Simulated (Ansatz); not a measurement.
LiGaI$_{2}$ (R-3m) at 3 levels of theory

One geometry, relaxed with PBE; plane waves with PAW potentials in Ansatz, scalar-relativistic. No spin polarisation. Gaps are the least over mesh and band path; pressure is positive in compression.

```cif
data_structure
_symmetry_space_group_name_H-M 'R-3m:H'
_symmetry_Int_Tables_number 166
_cell_length_a 4.4491
_cell_length_b 4.4491
_cell_length_c 22.4870
_cell_angle_alpha 90.000
_cell_angle_beta 90.000
_cell_angle_gamma 120.000
_cell_volume 385.49
loop_
_atom_site_label
_atom_site_type_symbol
_atom_site_symmetry_multiplicity
_atom_site_Wyckoff_symbol
_atom_site_fract_x
_atom_site_fract_y
_atom_site_fract_z
_atom_site_occupancy
Li1 Li 3 b 0.66667 0.33333 0.83333 1
Ga1 Ga 3 a 0.00000 0.00000 0.00000 1
I1 I 6 c 0.00000 0.00000 0.75928 1
```

```
level  cutoff (eV)  k mesh  gap (eV)  pressure (GPa)
  PBE          420   6×6×6      2.07             0.0
```

What comes out on the same cell with r2SCAN, LDA?

```tsv
level	cutoff (eV)	k mesh	gap (eV)	pressure (GPa)
r2SCAN	500	6×6×6	2.37	-0.2
LDA	420	6×6×6	1.95	-2.4
```

Spin-orbit coupling matters for the bands of heavy elements and is left out.

The cell was found from a structure generator's guess, not taken from experiment.
